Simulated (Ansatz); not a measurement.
All-electron LAPW in Ansatz 0.2.0 under PBEsol, scalar-relativistic, energies extrapolated to zero smearing. Slabs are 1×1 cells cut from bulk crystals relaxed on PAW files, with atoms then relaxed, 16 to 20 Å of vacuum, a dipole correction, k spacings of 0.16 to 0.26 Å⁻¹ and smearing of 0.02 to 0.1 eV, without spin–orbit coupling; Cr, Mn, Fe, Co, Ni, Eu and Gd start ferromagnetic, the others run without spin. The bulk type named needn't be the stable one, and no reconstruction is allowed.

Task: Order these slabs by surface energy, lowest first.
A. hcp Co (0001), 5 layers
B. fcc Pt (110), 5 layers
C. fcc Bi (100), 4 layers
D. hcp Zr (0001), 6 layers
E. fcc Au (111), 4 layers
F. fcc Rh (110), 5 layers

Result: C (0.43 J/m²), E (0.99 J/m²), D (1.77 J/m²), B (2.29 J/m²), A (2.56 J/m²), F (2.86 J/m²).
